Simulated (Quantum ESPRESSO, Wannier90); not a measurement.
## SiS2 (I-42d): Wannier90 run

```
begin unit_cell_cart
ang
    5.5592300000    0.0000000000    0.0000000000
    0.0000000000    5.5592300000    0.0000000000
   -2.7796150000   -2.7796150000    4.3369800000
end unit_cell_cart
begin atoms_frac
Si   0.2500000000 -0.2500000000  0.5000000000
Si   0.0000000000  0.0000000000  0.0000000000
S    0.1250000000  0.0920100000 -0.2500000000
S    0.3420100000 -0.1250000000  0.2500000000
S   -0.3750000000 -0.3420100000 -0.2500000000
S   -0.0920100000  0.3750000000  0.2500000000
end atoms_frac
```

Cell from Materials Project (mp-7583), symmetrised, no further relaxation. COD (Crystallography Open Database) has the formula in 2 space groups, this one among them (matched by group alone). Computed values, not measurements, from PBEsol: Quantum ESPRESSO (norm-conserving PseudoDojo potentials, cutoff 42 Ry, no spin polarisation, no spin-orbit coupling) on a Γ-centred 8×8×8 mesh, then Wannier90. Density: 8×8×8 mesh, cold smearing 0.01 Ry.

Bands 1-4 form an isolated set from -14.19 to -11.33 eV relative to the valence-band maximum (on the path) and are turned into 4 Wannier functions by minimising the spread from the start: atomic waves S 3s.

Question: Where do the functions sit, how wide are they and what are they made of?

Answer: 
```json
[
 {"functions": "4", "spread (Å²)": "1.38", "nearest atom, distance (Å)": "S 0.28", "second atom, distance (Å)": "Si 1.99", "weight on atomic waves": "S 3s 68 %, Si 3p 17 %, Si 3s 11 %"}
]
```

Ω_I = 5.44 Å², Ω_total = 5.51 Å²; the interpolated bands follow pw.x to 0.0 meV rms on the path. Only this start was tried; a symmetric start can stop on a saddle, and mixtures of these functions could lower the total by at most Ω_total − Ω_I.
